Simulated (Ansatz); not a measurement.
**Ansatz run, ZnSb4Mo2**

input.yaml (Ansatz 0.2.0)

```yaml
crystal:
  lattice:
    - [0.0, 3.582373, 0.0]
    - [4.038975, -1.791187, 5.643161]
    - [3.116479, 0.0, -5.643161]
  atoms:
    - { symbol: Zn, position: [0.0, 0.0, 0.0] }
    - { symbol: Sb, position: [0.3622, 0.7244, 0.0228] }
    - { symbol: Sb, position: [0.6378, 0.2756, 0.9772] }
    - { symbol: Sb, position: [0.1045, 0.209, 0.4411] }
    - { symbol: Sb, position: [0.8955, 0.791, 0.5589] }
    - { symbol: Mo, position: [0.2569, 0.5138, 0.3095] }
    - { symbol: Mo, position: [0.7431, 0.4862, 0.6905] }
  symmetry: { tolerance: 0.0003 }
kpoints:
  mp_grid: { grid: [7, 7, 4], shift: [0, 0, 0] }
  band_path:
    path:
      - [0.0, 0.0, 0.0]
      - [-0.54088688, 0.27044344, 0.0]
      - [-0.45911312, -0.27044344, 0.0]
      - [0.0, -0.5, 0.0]
      - [0.0, 0.0, 0.0]
      - [0.0, -0.5, 0.5]
      - [-0.49700717, -0.25149642, 0.5]
      - [-0.50299283, 0.25149642, 0.5]
      - [0.0, 0.0, 0.5]
      - [0.0, 0.0, 0.0]
      - [-0.5, 0.0, 0.5]
    npoints: 6
magnetization:
  spin_polarized: false
scf:
  occupations: { method: cold, width: 0.021 }
  lower_state_search: "off"
  max_iter: 200
hamiltonian:
  pseudopotentials: { kind: paw }
  xc: pbe
basis:
  ecutwfc: 420
  fft_grid_basis: typed
output:
  forces: true
  stress: true
  eigenvalues: true
  bader: true
  populations: true
  elf: true
  write_potential: true
  volumetric_format: npy
  dos:
    e_range: [-12, 8]
    de: 0.05
    projected: { site_lists: { Mo: [Mo], Sb: [Sb], Zn: [Zn] } }
checkpoint:
  read: saved_state
```

The run starts from an earlier solution of this cell. 

Output (shortened):

```
Pseudopotentials: kind: paw
Pseudopotential: Zn, paw, valence charge 12, recommended cutoff 420 eV (normal), Zn.paw.azcp
Pseudopotential: Sb, paw, valence charge 15, recommended cutoff 420 eV (normal), Sb.paw.azcp
Pseudopotential: Mo, paw, valence charge 14, recommended cutoff 420 eV (normal), Mo.paw.azcp
Functional definition: PBE
  exchange = pbe_x(kappa = kappa, mu = beta*pi^2/3)
  correlation = pbe_c(beta = beta)
Crystal: 7 atoms, lattice volume = 144.654 Å³
Basis set: ecut = 420 eV, 2789 PW (Γ), exchange–correlation on 48×96×90 points (8 copies of the dense FFT grid, shifted against one another)
Bands: 60, of which v1, the nominal top of the filled ones, is band 50 counted from 1 (49 counted from 0)
Symmetry: 4 space group operations
Space group: C2/m (ITA 12), of the structure as read, at distance tolerance 1.6e-3 Å
k-points: 60 of 196
Initial density: read from a saved state, or passed on in memory by an earlier SCF of this step, an earlier step, the calling program or the single point that the run made first
Functional: x = pbe(κ = 0.804, μ = 0.2195), c = pbe(β = 0.0667)
SCF iter   1: F=—  Δρ=2.77e-3  dr2=7.87e-3
SCF iter   2: F=—  S|Δr|=    0.00e0  Δρ=1.13e-3  dr2=1.78e-3
SCF iter   3: F=—  S|Δr|=    0.00e0  Δρ=5.82e-4  dr2=5.26e-4
SCF iter   4: F=—  S|Δr|=    0.00e0  Δρ=1.82e-4  dr2=6.52e-5
SCF iter   5: F=—  S|Δr|=    0.00e0  Δρ=4.98e-5  dr2=5.97e-6
SCF iter   6: F=—  S|Δr|=    0.00e0  Δρ=1.62e-5  dr2=8.88e-7
SCF iter   7: F=—  S|Δr|=    0.00e0  Δρ=8.57e-6  dr2=2.13e-7
SCF iter   8: F=-39166.9900 eV  S|Δr|=    0.00e0  Δρ=2.28e-6  dr2=1.66e-8
Free energy (F): -39166.9900 eV
Harris-Foulkes:  -39166.9900 eV  (|F-HF|=4.29e-9)
Internal energy: -39166.9897 eV  (E = F + TS)
E sigma→0 (E₀):  -39166.9899 eV
Entropy (-TS):   -0.0003 eV (-0.043 meV/atom)
Fermi energy:    14.1848 eV
--- Per-component energies (eV) ---
  E_band       = -616.9069
  E_kinetic    = 1859.3731
  E_local      = -9479.4974  (includes V_loc(G=0)·N_el)
  E_nonlocal   = 2355.5852
  E_hartree    = 4111.0391
  E_xc         = -1064.4023
  E_vxc        = -904.1292  (∫ρ·V_xc dr)
  E_paw        = -26536.8948  (= ΣΔE_a)
  E_vpaw       = -2670.3143  (= ΣTr[D̂ρ^β])
  E_aug_tail   = -0.0003  (compensation charges beyond the density's cutoff)
  E_ewald      = -10412.1923
  E_smearing   = -0.0003  (= −TS)
--- Forces (eV/Å), atoms counted from 1 ---
  atom   1  Zn     0.0000     0.0000     0.0000
  atom   2  Sb     0.2383     0.0000    -1.5665
  atom   3  Sb    -0.2383     0.0000     1.5665
  atom   4  Sb    -1.1781     0.0000    -2.3734
  atom   5  Sb     1.1781     0.0000     2.3734
  atom   6  Mo     0.0014     0.0000    -0.0052
  atom   7  Mo    -0.0014     0.0000     0.0052
--- Stress (GPa, compression-positive) ---
       13.8793       0.0000      -0.2699
        0.0000       8.6106       0.0000
       -0.2699       0.0000      13.9127
  P = ⅓ Tr σ = 12.1342 GPa (121.342 kbar)
--- Löwdin populations: 7 sites ---
  site symbol       q [e]
     0     Zn     10.7732
     1     Sb     15.1723
     2     Sb     15.1723
     3     Sb     14.9649
     4     Sb     14.9649
     5     Mo     14.2038
     6     Mo     14.2038
  spilling = 0.0054 (of n_electrons = 100.0000)
--- Bader charges: 7 sites ---
  site symbol  charge [e]  shift [e]
     0     Zn      0.1795     0.0048
     1     Sb     -0.1855     0.0016
     2     Sb     -0.1855     0.0016
     3     Sb     -0.1489     0.0006
     4     Sb     -0.1489     0.0006
     5     Mo      0.2446     0.0002
     6     Mo      0.2446     0.0002
```

Absolute energies hang on the potentials; compare differences alone.

Origin: a known structure type with other elements, at an estimated volume, so it need not be a known compound. Caveats: atoms or cell far from equilibrium.
